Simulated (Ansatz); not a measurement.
Level: r2SCAN, with U_eff = 2.49 eV on Rh d (all-electron-ortho-atomic projectors), no spin polarisation; 500 eV; 8×8×8 Γ-centred mesh; fermi-dirac occupations (width 0.1 eV); Ansatz 0.2.0, fixed geometry.

Computed maps in the lattice plane spanned by a (left to right, 4.45 Å, 13 points from zero) and b (bottom to top, 4.45 Å, 13 points from zero), 90° apart, at height 0.500 along c. The fields are smooth PAW ones with compensation charges, not the true ones near nuclei.

Valence density. Digits on a logarithmic scale: 0 up to 0.03 e/Å³, each further digit a factor of 1.6, 9 from 1.3 e/Å³ up:
```
5689975545554
6899997544445
6999998544445
6999997544445
5799996544444
5578765455555
5555554567875
5444445699997
6544445799999
6544445899999
6544445799998
5455545579986
5566655556665
```

ELF. Ten even steps from '0' (0.19) to '9' (0.78):
```
0035410011111
0379861011111
0599982011111
0489972012111
0168730011111
0012200000000
0000000002210
0111110037861
0111210279984
0111110289995
0111110168973
0111110014530
0000000000000
```

Q: The cell is YSb2Rh2. Which atoms lie within 0.2 Å of this plane, and where (fractions of a and b)?

A: Rh at (0.75, 0.25), Rh at (0.25, 0.75). The whole cell:
```
Y Sb Rh
1.0
     0.00000    4.44976    0.00000
     4.44976    0.00000    0.00000
     2.22488    2.22488   -5.53481
Y Sb Rh
1 2 2
Direct
  0.00000 0.00000 0.00000
  0.37800 0.37800 0.24400
  0.62200 0.62200 0.75600
  0.75000 0.25000 0.50000
  0.25000 0.75000 0.50000
```

Origin: a known structure type with other elements, at an estimated volume, so it need not be a known compound. Caveats: a Hubbard term without moments, so a magnetic state may lie lower; atoms or cell far from equilibrium.
